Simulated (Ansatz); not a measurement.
AlNi (CsCl type), conventional cell a = b = c = 2.8622 Å, α = β = γ = 90.00°. The calculation uses the primitive cell of 2 atoms, to which meshes and values per cell refer.

The volume is varied about the relaxed value V₀ at fixed cell shape. Symmetry pins the atoms to their sites.

The numbers are results of PBEsol (plane waves to 420 eV, PAW, scalar-relativistic; Ansatz, a quantum-chemistry and plane-wave program), not measurements. k mesh 16×16×16 (Γ-centred), Fermi-Dirac smearing 0.05 eV. The energy includes the smearing's −TS. Stress and pressure are positive under compression. AlNi is run without spin polarisation. AlNi was relaxed with its symmetry unable to fall. ΔE is measured from the relaxed starting cell.

```csv
a (Å),ΔE (eV/atom),P (GPa)
2.7006,0.221,43.9
2.7289,0.145,33.7
2.7566,0.088,24.9
2.7837,0.047,17.3
2.8104,0.020,10.7
2.8365,0.005,5.0
2.8622,0.000,0.0
2.8874,0.004,-4.3
2.9122,0.016,-8.0
2.9365,0.035,-11.3
2.9605,0.060,-14.1
2.9841,0.090,-16.5
3.0073,0.124,-18.6
```

Key numbers:

```
Item                                                       Value
-------------------------------------------------  -------------
Pressure at the smallest volume                         43.9 GPa
Energy cost of the largest compression              221 meV/atom
Energy cost of the largest expansion                124 meV/atom
Bulk modulus B₀ (third-order Birch-Murnaghan fit)        173 GPa
Pressure derivative B₀′ (fit)                                4.3
Equilibrium volume of the fit                      11.72 Å³/atom
Pressure for 5 % compression (fit)                       9.9 GPa
```

(Under strain, the slope of the energy per volume gives the stress and its curvature an elastic modulus.)
